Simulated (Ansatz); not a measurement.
CaO (rock salt), relaxed and computed with several functionals in Ansatz (plane waves, PAW).

```csv
functional,a (Å),gap (eV),B₀ by P(V) fit (GPa)
r²SCAN,(withheld),(withheld),(withheld)
LDA,4.708,3.45,129
HSE06,4.798,5.31,115
PBE,4.831,3.66,105
```

Q: Fill in the missing entries.

A: 
- r²SCAN, a (Å): 4.795
- r²SCAN, gap (eV): 4.20
- r²SCAN, B₀ by P(V) fit (GPa): 117

All cells were relaxed under the symmetry of their starts (and spin orders); stability against distortions was not tested throughout.

Potentials: the later of the program's two PAW sets.

Ansatz (a first-principles code) is a plane-wave DFT program.
